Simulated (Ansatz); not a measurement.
Co (P63/mmc); four moments towards the corners of a tetrahedron.

```xyz
4
Lattice="2.4706 0.0000 0.0000 -1.2353 2.1396 0.0000 0.0000 0.0000 8.0882" Properties=species:S:1:pos:R:3 pbc="T T T"
Co    0.0000    0.0000    0.0000
Co    0.0000    1.4264    2.0221
Co    0.0000    0.0000    4.0441
Co    1.2353    0.7132    6.0662
```

The geometry is a structure from the Materials Project, held fixed and not relaxed.

Settings: PBE, 13×13×4 k mesh, Fermi–Dirac smearing of 0.05 eV. PAW means Ansatz 0.2.0 on its default frozen-core files. Site moments are integrated in spheres about the atoms. Start moments (μB): Co1 1.7, Co2 1.7, Co3 1.7, Co4 1.7.

Iteration by iteration:

| iteration | Harris–Foulkes energy less the last (meV) | density residual (eV) | ∫|m| (μB) |
| --- | --- | --- | --- |
| 1 | 178.503 | 7.2e-01 | 5.6541 |
| 2 | 199.033 | 1.0e-01 | 5.6561 |
| 3 | 180.256 | 1.2e-02 | 5.6514 |
| 4 | 140.701 | 2.3e-02 | 5.6448 |
| 5 | 112.340 | 6.2e-03 | 5.6462 |
| 6 | 95.938 | 3.2e-03 | 5.6516 |
| 7 | 85.263 | 4.5e-04 | 5.6593 |
| 8 | 75.696 | 2.5e-04 | 5.6684 |
| 9 | 51.700 | 5.2e-03 | 5.7092 |
| 10 | 28.631 | 3.0e-02 | 5.7611 |
| 11 | -28.978 | 3.3e-02 | 6.0460 |
| 12 | -53.440 | 2.7e-03 | 6.1750 |
| 13 | -97.801 | 4.3e-01 | 6.1871 |
| 14 | -65.108 | 4.1e-01 | 6.0063 |
| 15 | -25.052 | 5.9e-02 | 5.9796 |
| 16 | -22.616 | 2.4e-01 | 5.9641 |
| 17 | -3.459 | 1.7e-03 | 5.9547 |
| 18 | 8.972 | 3.2e-02 | 6.2001 |
| 19 | 2.528 | 2.0e-03 | 6.0393 |
| 20 | 4.703 | 2.2e-02 | 6.1175 |
| 21 | -0.900 | 4.5e-04 | 5.9652 |
| 22 | 0.382 | 4.6e-04 | 5.9385 |
| 23 | -0.289 | 6.8e-03 | 5.9076 |
| 24 | -0.414 | 1.2e-02 | 5.8965 |
| 25 | -0.050 | 4.0e-03 | 5.8957 |
| 26 | -0.049 | 1.2e-03 | 5.8829 |
| 27 | 0.000 | 4.9e-04 | 5.8835 |
| 28 | 0.009 | 1.4e-04 | 5.8821 |
| 29 | 0.011 | 2.5e-05 | 5.8823 |
| 30 | -0.003 | 9.9e-07 | 5.8823 |
| 31 | -0.001 | 1.7e-06 | 5.8822 |
| 32 | 0.000 | 2.0e-06 | 5.8821 |
| 33 | 0.000 | 3.4e-07 | 5.8821 |
| 34 | 0.000 | 7.0e-08 | 5.8821 |

Site moments (μB): Co1 (0.95, 0.00, 0.95); Co2 (1.05, 0.00, -1.05); Co3 (-0.95, 0.00, -0.95); Co4 (-1.05, 0.00, 1.05). Cell moment 0.00 μB.

The Ansatz runs typed with the search for lower states off end where their start leads. The state reached may lie above the lowest one, so it isn't offered as the ground state. The magnetic state is the one that this cell and start allow. It needn't be the compound's measured order, which may need a larger cell or be absent.
